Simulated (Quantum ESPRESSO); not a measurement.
## Al2ZnF7Cl (finding a planted mistake in a log)

Simulated, not a measurement. The program is pw.x of Quantum ESPRESSO 7.5 (plane-wave density functional theory). The cell is made up: 11 atoms on a rutile lattice with one site empty, with randomly drawn elements, strain and displacements, not relaxed. PseudoDojo standard norm-conserving files (v0.5 for PBE, v0.4.1 for LDA and PBEsol) set the functional; there is no spin polarisation, spin-orbit coupling or dispersion term, and the masses in the input are unused placeholders.

Intended input:

```
&control calculation='scf', pseudo_dir='./dojo.nc.sr.pbe.v0_5.standard.upf', outdir='./o', disk_io='low', tprnfor=.true., tstress=.true. /
&system ibrav=0, nat=11, ntyp=4, nbnd=47, ecutwfc=84.00895049, nosym=.true., tot_charge=0,
 occupations='smearing', smearing='fd', degauss=0.0018374661
/
&electrons conv_thr=7.350e-09, electron_maxstep=60, /
ATOMIC_SPECIES
Al 1.0 Al.upf
Cl 1.0 Cl.upf
F 1.0 F.upf
Zn 1.0 Zn.upf
CELL_PARAMETERS angstrom
4.8825 0.0 0.0
0.0 4.8825 0.0
0.0 0.0 6.4912
ATOMIC_POSITIONS angstrom
Al 0.023 0.0716 -0.006
Al -0.0837 0.0461 3.3473
Zn 2.4569 2.491 4.8664
F 1.4866 1.5065 -0.0684
F 3.4233 3.3768 -0.0608
F 3.9355 0.931 1.6194
F 0.9547 4.0215 1.671
Cl 1.456 1.5358 3.3402
F 3.4868 3.3129 3.3969
F 3.912 0.9003 4.9141
F 1.0175 3.9189 4.8351
K_POINTS automatic
5 5 4 1 1 1
```

The log is shortened where brackets say so; the opening notice, blank lines, dates and the lines on written files are dropped, and the path of the files is cut. It prints rydbergs, bohrs and kilobars, and counts compression as positive stress. Where no state is partly filled, the Fermi energy that it prints is only some level between the filled and the empty states on the mesh, and need not lie in the true gap.

Log of the intended run:

```
     Program PWSCF v.7.5
     Parallel version (MPI & OpenMP), running on       4 processor cores
     Number of MPI processes:                 4
     Threads/MPI process:                     1
     [start-up lines left out]
     bravais-lattice index     =            0
     lattice parameter (alat)  =       9.2266  a.u.
     unit-cell volume          =    1044.2539 (a.u.)^3
     number of atoms/cell      =           11
     number of atomic types    =            4
     number of electrons       =        82.00
     number of Kohn-Sham states=           47
     kinetic-energy cutoff     =      84.0090  Ry
     charge density cutoff     =     336.0358  Ry
     scf convergence threshold =      7.3E-09
     mixing beta               =       0.7000
     number of iterations used =            8  plain     mixing
     Exchange-correlation= PBE
                           (   1   4   3   4   0   0   0)
     [axes and pseudopotential details left out]
   Cartesian axes
     site n.     atom                  positions (alat units)
         1        Al     tau(   1) = (   0.0047107   0.0146646  -0.0012289  )
         2        Al     tau(   2) = (  -0.0171429   0.0094419   0.6855709  )
         3        Zn     tau(   3) = (   0.5032053   0.5101895   0.9967025  )
         4        F      tau(   4) = (   0.3044752   0.3085509  -0.0140092  )
         5        F      tau(   5) = (   0.7011367   0.6916129  -0.0124526  )
         6        F      tau(   6) = (   0.8060420   0.1906810   0.3316743  )
         7        F      tau(   7) = (   0.1955351   0.8236559   0.3422427  )
         8        Cl     tau(   8) = (   0.2982079   0.3145520   0.6841167  )
         9        F      tau(   9) = (   0.7141423   0.6785253   0.6957296  )
        10        F      tau(  10) = (   0.8012289   0.1843932   1.0064721  )
        11        F      tau(  11) = (   0.2083973   0.8026421   0.9902919  )
     number of k points=    50  Fermi-Dirac smearing, width (Ry)=  0.0018
                       cart. coord. in units 2pi/alat
        k(    1) = (   0.1000000   0.1000000   0.0940215), wk =   0.0400000
        k(    2) = (   0.1000000   0.1000000   0.2820646), wk =   0.0400000
     [further k points left out]
     Dense  grid:   108555 G-vectors     FFT dimensions: (  54,  54,  72)
     Estimated max dynamical RAM per process >     284.95 MB
     Estimated total dynamical RAM >       1.04 GB
     Initial potential from superposition of free atoms
     starting charge      81.9949, renormalised to      82.0000
     Starting wfcs are   50 randomized atomic wfcs
     total cpu time spent up to now is        4.9 secs
     per-process dynamical memory:   217.1 Mb
     Self-consistent Calculation
     iteration #  1     ecut=    84.01 Ry     beta= 0.70
     Davidson diagonalization with overlap
     ethr =  1.00E-02,  avg # of iterations =  2.9
     total cpu time spent up to now is       14.9 secs
     total energy              =    -805.52510905 Ry
     estimated scf accuracy    <       1.36282234 Ry
     iteration #  2     ecut=    84.01 Ry     beta= 0.70
     Davidson diagonalization with overlap
     ethr =  1.66E-03,  avg # of iterations =  2.2
     total cpu time spent up to now is       25.6 secs
     total energy              =    -805.84880486 Ry
     estimated scf accuracy    <       1.39466464 Ry
     [iterations 3 to 9 left out]
     iteration # 10     ecut=    84.01 Ry     beta= 0.70
     Davidson diagonalization with overlap
     ethr =  1.27E-10,  avg # of iterations =  2.0
     total cpu time spent up to now is      107.7 secs
     total energy              =    -806.13384747 Ry
     estimated scf accuracy    <       0.00000001 Ry
     iteration # 11     ecut=    84.01 Ry     beta= 0.70
     Davidson diagonalization with overlap
     ethr =  1.47E-11,  avg # of iterations =  2.0
     total cpu time spent up to now is      117.4 secs
     End of self-consistent calculation
     [lines on levels left out]
     the Fermi energy is     3.5993 ev
!    total energy              =    -806.13384748 Ry
     estimated scf accuracy    <          2.6E-09 Ry
     smearing contrib. (-TS)   =       0.00000000 Ry
     internal energy E=F+TS    =    -806.13384748 Ry
     The total energy is F=E-TS. E is the sum of the following terms:
     one-electron contribution =    -643.19260940 Ry
     hartree contribution      =     358.48748265 Ry
     xc contribution           =    -135.63197113 Ry
     ewald contribution        =    -385.79674959 Ry
     convergence has been achieved in  11 iterations
     Forces acting on atoms (cartesian axes, Ry/au):
     atom    1 type  1   force =     0.01072898   -0.00492587    0.08867027
     atom    2 type  1   force =    -0.04336120   -0.08632501   -0.07715426
     atom    3 type  4   force =     0.04621710    0.04137579    0.11296101
     atom    4 type  3   force =    -0.07925894   -0.07756314   -0.00667501
     atom    5 type  3   force =     0.06495394    0.06654293   -0.02541573
     atom    6 type  3   force =     0.05820470   -0.06491834   -0.00612232
     atom    7 type  3   force =    -0.07258605    0.05805899   -0.01808216
     atom    8 type  2   force =    -0.04141543   -0.04452955   -0.10355125
     atom    9 type  3   force =     0.07940428    0.09807486    0.00033425
     atom   10 type  3   force =     0.06117567   -0.06583512    0.01120612
     atom   11 type  3   force =    -0.08406305    0.08004446    0.02382908
     Total force =     0.361560     Total SCF correction =     0.000073
     Computing stress (Cartesian axis) and pressure
          total   stress  (Ry/bohr**3)                   (kbar)     P=      -97.07
  -0.00053353  -0.00015743   0.00011317          -78.49      -23.16       16.65
  -0.00015743  -0.00055445   0.00013076          -23.16      -81.56       19.24
   0.00011317   0.00013076  -0.00089155           16.65       19.24     -131.15
     init_run     :      4.54s CPU      4.77s WALL (       1 calls)
     electrons    :    112.01s CPU    112.58s WALL (       1 calls)
     forces       :      1.95s CPU      1.96s WALL (       1 calls)
     stress       :      6.79s CPU      6.98s WALL (       1 calls)
     [timing details left out]
     PWSCF        :   2m 5.47s CPU   2m 6.51s WALL
     JOB DONE.
```

A second run was made from an input with one planted mistake. Its log:

```
     Program PWSCF v.7.5
     Parallel version (MPI & OpenMP), running on       4 processor cores
     Number of MPI processes:                 4
     Threads/MPI process:                     1
     [start-up lines left out]
     bravais-lattice index     =            0
     lattice parameter (alat)  =       9.2266  a.u.
     unit-cell volume          =    1044.2539 (a.u.)^3
     number of atoms/cell      =           11
     number of atomic types    =            4
     number of electrons       =        82.00
     number of Kohn-Sham states=           47
     kinetic-energy cutoff     =      84.0090  Ry
     charge density cutoff     =     336.0358  Ry
     scf convergence threshold =      7.3E-09
     mixing beta               =       0.7000
     number of iterations used =            8  plain     mixing
     Exchange-correlation= PBE
                           (   1   4   3   4   0   0   0)
     [axes and pseudopotential details left out]
   Cartesian axes
     site n.     atom                  positions (alat units)
         1        Al     tau(   1) = (   0.0047107   0.0146646  -0.0012289  )
         2        Al     tau(   2) = (  -0.0171429   0.0094419   0.6855709  )
         3        Zn     tau(   3) = (   0.5032053   0.5101895   0.9967025  )
         4        F      tau(   4) = (   0.3044752   0.3085509  -0.0140092  )
         5        F      tau(   5) = (   0.7011367   0.6916129  -0.0124526  )
         6        F      tau(   6) = (   0.8060420   0.1906810   0.3316743  )
         7        F      tau(   7) = (   0.1955351   0.8236559   0.3422427  )
         8        F      tau(   8) = (   0.2982079   0.3145520   0.6841167  )
         9        F      tau(   9) = (   0.7141423   0.6785253   0.6957296  )
        10        F      tau(  10) = (   0.8012289   0.1843932   1.0064721  )
        11        Cl     tau(  11) = (   0.2083973   0.8026421   0.9902919  )
     number of k points=    50  Fermi-Dirac smearing, width (Ry)=  0.0018
                       cart. coord. in units 2pi/alat
        k(    1) = (   0.1000000   0.1000000   0.0940215), wk =   0.0400000
        k(    2) = (   0.1000000   0.1000000   0.2820646), wk =   0.0400000
     [further k points left out]
     Dense  grid:   108555 G-vectors     FFT dimensions: (  54,  54,  72)
     Estimated max dynamical RAM per process >     284.95 MB
     Estimated total dynamical RAM >       1.04 GB
     Initial potential from superposition of free atoms
     starting charge      81.9949, renormalised to      82.0000
     Starting wfcs are   50 randomized atomic wfcs
     total cpu time spent up to now is        6.1 secs
     per-process dynamical memory:   224.1 Mb
     Self-consistent Calculation
     iteration #  1     ecut=    84.01 Ry     beta= 0.70
     Davidson diagonalization with overlap
     ethr =  1.00E-02,  avg # of iterations =  4.2
     total cpu time spent up to now is       16.6 secs
     total energy              =    -805.38523384 Ry
     estimated scf accuracy    <       1.48162834 Ry
     iteration #  2     ecut=    84.01 Ry     beta= 0.70
     Davidson diagonalization with overlap
     ethr =  1.81E-03,  avg # of iterations =  3.9
     total cpu time spent up to now is       27.8 secs
     total energy              =    -805.70003558 Ry
     estimated scf accuracy    <       1.71941768 Ry
     [iterations 3 to 9 left out]
     iteration # 10     ecut=    84.01 Ry     beta= 0.70
     Davidson diagonalization with overlap
     ethr =  1.47E-10,  avg # of iterations =  2.1
     total cpu time spent up to now is      110.9 secs
     total energy              =    -806.05943861 Ry
     estimated scf accuracy    <       0.00000001 Ry
     iteration # 11     ecut=    84.01 Ry     beta= 0.70
     Davidson diagonalization with overlap
     ethr =  1.35E-11,  avg # of iterations =  2.9
     total cpu time spent up to now is      121.2 secs
     End of self-consistent calculation
     [lines on levels left out]
     the Fermi energy is     3.2877 ev
!    total energy              =    -806.05943862 Ry
     estimated scf accuracy    <          1.9E-09 Ry
     smearing contrib. (-TS)   =       0.00000000 Ry
     internal energy E=F+TS    =    -806.05943862 Ry
     The total energy is F=E-TS. E is the sum of the following terms:
     one-electron contribution =    -642.42067036 Ry
     hartree contribution      =     357.85108489 Ry
     xc contribution           =    -135.69310355 Ry
     ewald contribution        =    -385.79674959 Ry
     convergence has been achieved in  11 iterations
     Forces acting on atoms (cartesian axes, Ry/au):
     atom    1 type  1   force =    -0.02683296    0.03253817    0.16208364
     atom    2 type  1   force =    -0.03329117    0.04137245   -0.17937986
     atom    3 type  4   force =     0.09127794   -0.10705782    0.01513380
     atom    4 type  3   force =    -0.07142791   -0.06823057   -0.01534033
     atom    5 type  3   force =     0.06281108    0.06421926   -0.01598304
     atom    6 type  3   force =     0.06285610   -0.06332289    0.00417938
     atom    7 type  3   force =    -0.07216534    0.06476040   -0.00792046
     atom    8 type  3   force =    -0.06398611   -0.06568766    0.01874492
     atom    9 type  3   force =     0.06093296    0.07942498   -0.00291984
     atom   10 type  3   force =     0.04182231   -0.03646964   -0.00705394
     atom   11 type  2   force =    -0.05199689    0.05845333    0.02845572
     Total force =     0.384289     Total SCF correction =     0.000069
     Computing stress (Cartesian axis) and pressure
          total   stress  (Ry/bohr**3)                   (kbar)     P=      -77.79
  -0.00034379  -0.00093237   0.00005115          -50.57     -137.16        7.52
  -0.00093237  -0.00039088  -0.00003483         -137.16      -57.50       -5.12
   0.00005115  -0.00003483  -0.00085182            7.52       -5.12     -125.31
     init_run     :      5.68s CPU      5.97s WALL (       1 calls)
     electrons    :    114.63s CPU    115.07s WALL (       1 calls)
     forces       :      1.97s CPU      2.00s WALL (       1 calls)
     stress       :      6.68s CPU      6.88s WALL (       1 calls)
     [timing details left out]
     PWSCF        :   2m 9.16s CPU   2m10.19s WALL
     JOB DONE.
```

Question: what was wrong in the second input?

Answer: two atoms have their elements exchanged. The input lines that differ, file-writing options aside:

```
- Cl 1.456 1.5358 3.3402
+ F 1.456 1.5358 3.3402
- F 1.0175 3.9189 4.8351
+ Cl 1.0175 3.9189 4.8351
```

|  | intended run | run with the mistake |
| --- | --- | --- |
| free energy (eV) | -10968.010 | -10966.997 |
| smearing term -TS (eV) | 0.0000 | 0.0000 |
| pressure (GPa) | -9.71 | -7.78 |
| largest force component (eV/Å) | 2.904 | 4.612 |
| largest change of a force component (eV/Å) |  | 3.816 |
| iterations | 11 | 11 |

For scale, a rerun of the intended cell at 1437 eV and a 7 x 7 x 6 mesh moved values by no more than 0.003 eV in energy, 0.02 GPa in stress and 0.002 eV/Å in force.